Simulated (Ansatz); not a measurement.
Given:

Mg2Si:
```
Mg2Si
1.0
    4.14126     0.00000     0.00000
    0.00000     4.14126     0.00000
    0.00000     0.00000     6.90529
Mg Si
4 2
Direct
  0.50000   0.50000   0.00000
  0.00000   0.00000   0.00000
  0.50000   0.00000   0.35794
  0.00000   0.50000   0.64206
  0.50000   0.00000   0.74479
  0.00000   0.50000   0.25521
```

This is the PBEsol-relaxed structure. Tensor components refer to the Cartesian frame of this cell.

### Question
All from PBEsol in the plane-wave PAW code Ansatz, unless another level is named. Give the Poisson's ratio.

### Answer
0.27.

### Question
And the highest zone-centre frequency?

### Answer
325 cm^-1.

### Question
Predict the elastic constants (relaxed ions, GPa).

### Answer
C11 = 87.1, C12 = 36.6, C13 = 30.6, C33 = 136, C44 = 31.6, C66 = 22.3.

Space group P4/nmm. The first step of the workflow began from a Materials Project structure, measured or hypothetical; the Crystallography Open Database copy checked does not list it. It is not the phase usual at ambient conditions (space group No. 225). Symmetry was held in the PBEsol relaxation; of distortions, only those at the zone centre were tested. As this level gives no gap, shear constants depend on the k-mesh and smearing (Fermi–Dirac, 0.1 eV here). As this level gives no gap, phonon frequencies hold no LO–TO term and depend on the k-mesh and smearing (Fermi–Dirac, 0.1 eV here).

Potentials: the later of the program's two PAW sets.
